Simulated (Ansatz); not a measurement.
HfB2 (P6/mmm), relaxed with PBE (Ansatz, a first-principles code, plane waves, PAW): a = b = 3.1451 Å, c = 3.4874 Å, α = β = 90.00°, γ = 120.00°.

| Item | Result |
|---|---|
| ΔH_f (eV/atom) | -1.01 |
| B₀ by P(V) fit (GPa) | 248 |
| K_Hill (GPa) | 249 |
| G_Hill (GPa) | 242 |
| highest Γ mode, no LO–TO term (cm⁻¹) | 799 |
| Θ_D (K) | 708 |

Problem. The same phase is relaxed and computed with PBEsol in the same code. What are the cell and these values now?

Solution. a = b = 3.1273 Å, c = 3.4468 Å, α = β = 90.00°, γ = 120.00°.

- ΔH_f (eV/atom): -1.08
- B₀ by P(V) fit (GPa): 260
- K_Hill (GPa): 262
- G_Hill (GPa): 255
- highest Γ mode, no LO–TO term (cm⁻¹): 819
- Θ_D (K): 724

All cells were relaxed under the symmetry of their starts (and spin orders); stability against distortions was not tested throughout. Rows with no word on spin ran without spin polarisation. Spin–orbit coupling is left out wherever it is not named.

Potentials: the later of the program's two PAW sets.

Ansatz is a plane-wave DFT program.

Formation energies count from the lowest solids of the elements computed at the same level, not from gases.
